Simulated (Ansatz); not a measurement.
NbRh:
```
CELL_PARAMETERS angstrom
      4.57662     0.00000     0.00000
      0.00000     2.81151     0.00000
      0.00000     0.00000     4.88959
ATOMIC_POSITIONS crystal
  Nb 0.25000 0.00000 0.19956
  Nb 0.75000 0.00000 0.80044
  Rh 0.25000 0.50000 0.68890
  Rh 0.75000 0.50000 0.31110
```

Relaxed with r²SCAN. Special points in fractions of this cell's reciprocal vectors: Γ (0.000, 0.000, 0.000); X (0.500, 0.000, 0.000); S (0.500, 0.500, 0.000); Y (0.000, 0.500, 0.000); Z (0.000, 0.000, 0.500); U (0.500, 0.000, 0.500); R (0.500, 0.500, 0.500); T (0.000, 0.500, 0.500).

Q: List the band energies nearest the Fermi level at these points for DFT-r²SCAN with spin–orbit coupling in the program Ansatz with PAW potentials.

A: In eV from the Fermi level; about four levels below and three above (degenerate sets whole), none deeper than 8.9 eV; points with the same levels are listed once.

```
k                    below                above
-  -----------------------  -------------------
Γ  -0.31 -0.31 -0.24 -0.24  0.75 0.75 1.17 1.17
X  -1.30 -1.30 -1.30 -1.30  0.57 0.57 0.57 0.57
S  -0.68 -0.68 -0.68 -0.68  0.82 0.82 0.82 0.82
Y  -0.58 -0.58 -0.45 -0.45  0.42 0.42 1.25 1.25
Z  -1.01 -1.01 -0.71 -0.71  0.22 0.22 0.44 0.44
U  -1.16 -1.16 -1.16 -1.16  1.42 1.42 1.42 1.42
R  -1.19 -1.19 -1.19 -1.19  0.83 0.83 0.83 0.83
T  -0.32 -0.32 -0.03 -0.03  1.30 1.30 1.34 1.34
```

Space group Pmma. The workflow started from an entry of the Crystallography Open Database (COD), which files this formula under 2 space groups. Whether it is the stable phase at ambient conditions was not checked. The r²SCAN relaxation kept the symmetry of its start; whether a distortion lowers the energy is not shown. The run is not spin-polarised.

Potentials: the later of the program's two PAW sets.
